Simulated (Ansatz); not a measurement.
# Phases of Y at 160 GPa

Structure types of Y are relaxed in primitive cells with their symmetry kept at 160 GPa, first on PAW files, then by LAPW. The enthalpy is E + pV at zero temperature, without zero-point motion. Only the types listed were tried, and differences under about 5 meV/atom are mesh noise. The real phase may be another.

Computed with Ansatz 0.2.0; functional LDA, scalar-relativistic. Settings: Fermi–Dirac smearing of 0.05 eV, no spin polarisation. Methods: LAPW: all electrons, basis error target 0.5 meV/atom; PAW: frozen-core files, cutoff 420 eV.

k meshes: fcc 18×18×18, bcc 18×18×18, hcp 17×17×9, omega 9×9×12, beta tin 17×17×17, simple hexagonal 17×17×16.

The PAW files were made under PBE.

Q: Order the types by LAPW enthalpy, lowest first.
A. beta tin
B. hcp
C. simple hexagonal
D. omega
E. fcc
F. bcc

A: E (0 meV/atom), D (46 meV/atom), B (52 meV/atom), F (118 meV/atom), A (389 meV/atom), C (576 meV/atom).

```json
{"start type": "fcc", "ends as": "fcc, Fm-3m", "a, b, c (Å)": "3.654, 3.654, 3.654", "V (Å³/atom)": "12.19", "H − H(lowest), LAPW (meV/atom)": "0.0", "same, PAW": "0.0"}
{"start type": "bcc", "ends as": "bcc, Im-3m", "a, b, c (Å)": "2.891, 2.891, 2.891", "V (Å³/atom)": "12.08", "H − H(lowest), LAPW (meV/atom)": "118.2", "same, PAW": "117.6"}
{"start type": "hcp", "ends as": "hcp, P6_3/mmc", "a, b, c (Å)": "2.543, 2.543, 4.340", "V (Å³/atom)": "12.16", "H − H(lowest), LAPW (meV/atom)": "52.3", "same, PAW": "52.1"}
{"start type": "omega", "ends as": "omega, P6/mmm", "a, b, c (Å)": "4.169, 4.169, 2.439", "V (Å³/atom)": "12.24", "H − H(lowest), LAPW (meV/atom)": "46.0", "same, PAW": "45.5"}
{"start type": "beta tin", "ends as": "beta tin, I4_1/amd", "a, b, c (Å)": "4.377, 4.377, 2.618", "V (Å³/atom)": "12.54", "H − H(lowest), LAPW (meV/atom)": "389.3", "same, PAW": "387.5"}
{"start type": "simple hexagonal", "ends as": "simple hexagonal, P6/mmm", "a, b, c (Å)": "2.488, 2.488, 2.337", "V (Å³/atom)": "12.53", "H − H(lowest), LAPW (meV/atom)": "575.7", "same, PAW": "574.9"}
```

Q: Split the lead of fcc over omega into energy and pV.

A: For omega less fcc: ΔE = +3.8 meV/atom, and p·ΔV = 160 GPa × +0.0423 Å³ × 6.242 meV/(GPa·Å³) = +42.3 meV/atom, together 46.1 meV/atom. fcc wins on both counts.
